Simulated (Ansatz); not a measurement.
# LiF: zone-centre modes under pressure

LiF, Fm-3m, a = 3.909 Å. Ansatz: LDA, PAW, 420 eV, Γ-centred 10×10×10 mesh on 2 atoms, fixed occupations; no spin polarisation. Cell and atoms are relaxed at each pressure with the symmetry kept; optical modes at Γ by linear response, in cm⁻¹, the highest, without the LO field.

| P (GPa) | V (Å³/atom) | ω1 |
| --- | --- | --- |
| 0 | 7.466 | 339.2 |
| 5 | 7.090 | 385.7 |
| 11 | 6.742 | 432.1 |
| 22 | 6.271 | ? |

**Question.** Get the mode's Grüneisen parameter γ = −d ln ω/d ln V from the other rows and predict the missing frequency.

**Answer.** ln(V/V0) = 0.0000, -0.0517, -0.1020, -0.1744; a line through ln(ω/ω0) of the 3 known rows gives ω1: γ = 2.374 (intercept 0.0019), predicted 514.1, computed 501.3. The miss is 2.6 %: γ isn't constant over this range.